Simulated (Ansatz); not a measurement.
Steps from a short run of molecular dynamics on a 1×2×2 supercell (24 atoms) of SiO2 (P4_2/mnm), relaxed with r2SCAN; forces from r2SCAN in the plane-wave code Ansatz, 4×2×2 mesh, Fermi-Dirac smearing of 0.112 eV, constant energy and volume (NVE), started at 1300 K. Classical nuclei, no spin polarisation; a few dozen steps show the first response, not equilibrium.

Cell vectors in Å:
```
4.1852 0.0000 0.0000
0.0000 8.3704 0.0000
0.0000 0.0000 5.3377
```

Question: At 20 fs the positions in Å are
```
Si  -0.050  -0.008  -0.154
Si   2.118   2.104   1.313
O    1.342   1.310  -0.013
O    0.761   3.238   1.361
O    2.988   2.966  -0.021
O    3.439   0.934   1.295
Si  -0.027   0.023   2.549
Si   2.115   2.099   4.031
O    1.216   1.288   2.768
O    0.802   3.392   3.992
O    2.800   2.980   2.655
O    3.408   0.906   3.992
Si   0.114   4.130   0.073
Si   2.053   6.248   1.364
O    1.273   5.451   0.007
O    0.921   7.715   1.254
O    2.887   7.100   0.046
O    3.402   5.034   1.379
Si  -0.102   4.121   2.745
Si   2.150   6.204   4.035
O    1.352   5.344   2.670
O    0.699   7.436   3.930
O    2.826   7.175   2.680
O    3.366   5.028   4.133
```
What are the forces, and how far does the free energy (smearing included) lie above that of step 0, with the atoms on their sites?

Answer: 89.8 meV an atom; forces in eV/Å:
```
Si   1.401  -0.552   2.653
Si  -0.587  -0.572   0.581
O   -0.282  -0.187  -0.400
O    0.190   1.554   0.186
O   -2.132  -0.976   0.533
O   -0.886  -0.927  -0.177
Si   1.110  -0.236   1.539
Si  -0.722   0.132  -0.773
O    1.925   0.303  -1.614
O    0.228  -0.479   1.095
O    0.922  -0.664   0.764
O   -0.470  -0.757  -0.937
Si  -1.911   1.386  -0.632
Si   0.637   1.001   0.061
O    0.324  -0.161   1.055
O   -2.001  -1.820   0.404
O    0.019   0.178  -0.914
O    0.759  -0.878   0.257
Si   1.032   1.687  -1.034
Si  -1.121   1.349  -0.712
O   -0.546   1.243   0.171
O    0.493   1.299   0.345
O    0.414  -0.894  -0.440
O    1.206  -1.029  -2.010
```

Question: At 24 fs positions (Å), velocities (Å/fs) and forces (eV/Å) are
```
Si -0.0424 -0.0086 -0.1436    0.0028 -0.0006  0.0041    1.1782 -0.6349  1.8975
Si  2.1176  2.1000  1.3168   -0.0006 -0.0015  0.0013   -0.9018 -0.4096  0.6112
O   1.3135  1.2781 -0.0151   -0.0065 -0.0073 -0.0012    0.7545  0.8002 -0.6633
O   0.7527  3.2522  1.4070   -0.0017  0.0050  0.0106    0.4885  1.0649 -1.1776
O   2.9607  2.9709 -0.0062   -0.0093 -0.0002  0.0042   -1.8608 -1.1683  0.2858
O   3.4631  0.8989  1.2911    0.0040 -0.0086 -0.0016   -2.0118  0.4531 -0.5300
Si -0.0205  0.0421  2.5468    0.0025  0.0042  0.0006    1.2479 -1.2035  1.6580
Si  2.1126  2.1116  4.0163   -0.0010  0.0029 -0.0038   -0.7839 -0.4084 -0.1047
O   1.2568  1.3052  2.7440    0.0119  0.0040 -0.0078    1.1905 -0.3112 -1.4496
O   0.7993  3.3765  4.0119   -0.0003 -0.0042  0.0061    0.3572 -0.1147  0.8840
O   2.8102  2.9948  2.6740    0.0033  0.0024  0.0054    0.4764 -1.1998  0.4868
O   3.4043  0.9012  3.9522   -0.0012 -0.0021 -0.0102   -0.1793 -0.7646 -0.0547
Si  0.0946  4.1360  0.0472   -0.0058  0.0023 -0.0058   -1.0027  1.0215  1.6671
Si  2.0492  6.2511  1.3663   -0.0002  0.0018  0.0009    1.1859  1.5351  0.6004
O   1.3121  5.4907  0.0646    0.0089  0.0079  0.0138   -0.9385 -2.0072 -1.0682
O   0.8937  7.6977  1.2302   -0.0089 -0.0064 -0.0047   -1.6345 -1.7020  1.1665
O   2.8635  7.1054  0.0432   -0.0050  0.0016 -0.0020    0.8223  0.1789 -1.2397
O   3.4406  5.0050  1.4201    0.0096 -0.0075  0.0093   -0.2341  0.1893 -1.1804
Si -0.1174  4.1284  2.7633   -0.0025  0.0028  0.0032    2.1287  1.0222 -2.2624
Si  2.1455  6.1973  4.0378   -0.0018 -0.0004  0.0001   -0.9456  1.8021 -1.0969
O   1.3616  5.3691  2.6444    0.0015  0.0069 -0.0050   -0.8458  0.3653  1.5715
O   0.7022  7.4334  3.9286    0.0010  0.0011 -0.0001    0.1527  1.4121  0.2135
O   2.8022  7.1555  2.6598   -0.0049 -0.0054 -0.0050    1.1800 -0.2263  0.1024
O   3.4000  4.9974  4.0853    0.0091 -0.0078 -0.0130    0.1762  0.3058 -0.3172
```
Where are the atoms one step (2 fs) later, and what forces do they feel?

Answer:
```
Si -0.0360 -0.0102 -0.1341    0.9451 -0.5382  1.3949
Si  2.1158  2.0968  1.3198   -0.9826 -0.2403  0.5380
O   1.3013  1.2645 -0.0182    1.0758  1.0783 -0.6922
O   0.7499  3.2635  1.4267    0.6663  0.6994 -1.6684
O   2.9400  2.9691  0.0025   -1.4881 -1.0552  0.1435
O   3.4686  0.8823  1.2873   -2.3149  0.9376 -0.5618
Si -0.0146  0.0496  2.5491    1.1976 -1.4645  1.6150
Si  2.1100  2.1172  4.0086   -0.7167 -0.5885  0.2196
O   1.2819  1.3128  2.7267    0.6432 -0.6939 -1.2808
O   0.7991  3.3679  4.0251    0.3416  0.0411  0.6605
O   2.8174  2.9982  2.6854    0.3009 -1.3218  0.2899
O   3.4017  0.8961  3.9317   -0.0044 -0.7402  0.4034
Si  0.0824  4.1414  0.0368   -0.6434  0.6941  2.5312
Si  2.0495  6.2558  1.3686    1.4000  1.7386  0.8192
O   1.3287  5.5042  0.0910   -1.4378 -2.7185 -2.1680
O   0.8739  7.6830  1.2221   -1.2961 -1.6085  1.5026
O   2.8544  7.1088  0.0376    1.1060  0.1669 -1.2810
O   3.4595  4.9902  1.4372   -0.8224  0.8026 -1.9196
Si -0.1210  4.1346  2.7681    2.7388  0.3444 -2.7703
Si  2.1413  6.1978  4.0373   -0.8630  1.8969 -1.1822
O   1.3637  5.3833  2.6364   -0.9366 -0.0443  2.1205
O   0.7045  7.4374  3.9287    0.0870  1.3505  0.1525
O   2.7939  7.1445  2.6499    1.5023  0.1231  0.3819
O   3.4184  4.9823  4.0590   -0.4987  1.1403  0.7516
```
The temperature goes from 666.1 to 639.2 K.

Question: At 28 fs positions (Å), velocities (Å/fs) and forces (eV/Å) are
```
Si -0.0282 -0.0125 -0.1226    0.0041 -0.0013  0.0060    0.6500 -0.3589  0.8540
Si  2.1126  2.0933  1.3236   -0.0019 -0.0018  0.0020   -0.9656 -0.0286  0.3629
O   1.2917  1.2534 -0.0230   -0.0040 -0.0048 -0.0028    1.2425  1.1857 -0.6491
O   0.7487  3.2763  1.4424   -0.0001  0.0066  0.0066    0.8222  0.3090 -1.9987
O   2.9156  2.9648  0.0116   -0.0128 -0.0026  0.0045   -0.9863 -0.8273 -0.0059
O   3.4685  0.8679  1.2821   -0.0015 -0.0065 -0.0029   -2.3819  1.2195 -0.4595
Si -0.0071  0.0551  2.5537    0.0041  0.0022  0.0028    1.0383 -1.5485  1.4601
Si  2.1064  2.1220  4.0012   -0.0020  0.0022 -0.0035   -0.6013 -0.7142  0.5355
O   1.3087  1.3188  2.7063    0.0134  0.0023 -0.0108    0.0030 -1.0998 -1.0126
O   0.7998  3.3594  4.0399    0.0005 -0.0041  0.0076    0.2607  0.1729  0.3823
O   2.8254  2.9984  2.6974    0.0041 -0.0007  0.0061    0.1963 -1.3120  0.0555
O   3.3991  0.8892  3.9122   -0.0012 -0.0039 -0.0093    0.1528 -0.6742  0.8299
Si  0.0693  4.1477  0.0299   -0.0067  0.0033 -0.0024   -0.3385  0.3366  3.0908
Si  2.0517  6.2629  1.3720    0.0016  0.0042  0.0020    1.4656  1.7658  0.8497
O   1.3419  5.5111  0.1121    0.0055  0.0015  0.0087   -1.7457 -3.1446 -3.0308
O   0.8510  7.6644  1.2177   -0.0120 -0.0102 -0.0011   -0.8799 -1.4857  1.7741
O   2.8480  7.1125  0.0289   -0.0024  0.0020 -0.0051    1.2550  0.1296 -1.2161
O   3.4765  4.9774  1.4498    0.0076 -0.0056  0.0047   -1.4120  1.3939 -2.5689
Si -0.1208  4.1413  2.7691    0.0012  0.0032 -0.0006    3.2868 -0.4426 -3.1100
Si  2.1358  6.2009  4.0352   -0.0030  0.0022 -0.0015   -0.7918  1.8861 -1.1698
O   1.3635  5.3975  2.6334   -0.0007  0.0068  0.0000   -0.9683 -0.3776  2.4592
O   0.7070  7.4446  3.9291    0.0013  0.0044  0.0003    0.1012  1.2201  0.0968
O   2.7893  7.1337  2.6410   -0.0013 -0.0051 -0.0041    1.7581  0.4617  0.6474
O   3.4357  4.9698  4.0346    0.0079 -0.0050 -0.0111   -1.1611  1.9333  1.8231
```
Where are the atoms one step (2 fs) later, and what forces do they feel?

Answer:
```
Si -0.0196 -0.0153 -0.1099    0.3158 -0.1145  0.3150
Si  2.1081  2.0897  1.3278   -0.8296  0.2122  0.0636
O   1.2851  1.2452 -0.0294    1.2548  1.1266 -0.5359
O   0.7496  3.2900  1.4533    0.9257 -0.0635 -2.1627
O   2.8889  2.9586  0.0207   -0.3956 -0.5243 -0.1531
O   3.4626  0.8564  1.2758   -2.2019  1.2912 -0.2433
Si  0.0018  0.0584  2.5603    0.7710 -1.4743  1.1985
Si  2.1020  2.1258  3.9945   -0.4564 -0.7991  0.8317
O   1.3354  1.3222  2.6834   -0.6957 -1.5006 -0.6122
O   0.8012  3.3513  4.0556    0.1134  0.2833  0.0638
O   2.8338  2.9954  2.7096    0.1694 -1.1693 -0.2113
O   3.3969  0.8807  3.8947    0.2702 -0.5577  1.2023
Si  0.0558  4.1545  0.0272   -0.0767  0.0134  3.2958
Si  2.0560  6.2724  1.3766    1.3167  1.5244  0.5899
O   1.3508  5.5104  0.1259   -1.7972 -3.1928 -3.4778
O   0.8260  7.6421  1.2175   -0.4203 -1.3243  1.9511
O   2.8446  7.1166  0.0173    1.2503  0.0590 -1.0378
O   3.4901  4.9680  1.4561   -1.9379  1.8837 -3.0199
Si -0.1161  4.1474  2.7659    3.6457 -1.1399 -3.1569
Si  2.1293  6.2065  4.0315   -0.7189  1.7590 -1.0460
O   1.3610  5.4107  2.6364   -0.9325 -0.6051  2.5273
O   0.7097  7.4548  3.9298    0.1922  1.0335  0.0520
O   2.7888  7.1241  2.6336    1.9260  0.7656  0.8825
O   3.4502  4.9621  4.0145   -1.6886  2.5136  2.6837
```
The temperature goes from 597.9 to 577.4 K.

Question: At 36 fs the positions in Å are
```
Si   0.007  -0.023  -0.072
Si   2.089   2.082   1.339
O    1.282   1.235  -0.054
O    0.765   3.327   1.455
O    2.809   2.935   0.044
O    3.418   0.839   1.256
Si   0.033   0.057   2.588
Si   2.086   2.130   3.983
O    1.399   1.307   2.611
O    0.805   3.332   4.100
O    2.862   2.972   2.740
O    3.395   0.849   3.862
Si   0.016   4.174   0.045
Si   2.078   6.310   1.392
O    1.354   5.466   0.118
O    0.749   7.558   1.245
O    2.851   7.129  -0.030
O    3.500   4.969   1.431
Si  -0.072   4.155   2.733
Si   2.104   6.237   4.013
O    1.341   5.441   2.679
O    0.722   7.498   3.932
O    2.816   7.108   2.626
O    3.467   4.976   3.996
```
What are the forces, and how far does the free energy (smearing included) lie above that of step 0, with the atoms on their sites?

Answer: 69.2 meV an atom; forces in eV/Å:
```
Si  -0.676   0.675  -0.878
Si   0.172   0.878  -1.316
O    0.574   0.268   0.143
O    0.739  -0.769  -1.786
O    1.470   0.458  -0.501
O   -0.535   0.591   0.506
Si  -0.408  -0.775   0.209
Si   0.035  -0.902   1.363
O   -2.604  -2.254   1.252
O   -0.555   0.478  -1.036
O    0.295  -0.297  -1.057
O    0.296   0.078   1.888
Si   0.478  -0.357   1.755
Si   0.017  -0.477  -1.360
O   -0.731  -1.290  -2.390
O    0.838  -0.498   1.623
O    0.517  -0.235   0.058
O   -2.501   2.084  -2.272
Si   2.678  -1.044  -0.972
Si  -0.283   0.774  -0.037
O   -0.509  -0.714   1.084
O    0.784   0.247   0.098
O    1.646   1.134   1.150
O   -1.737   1.947   2.474
```
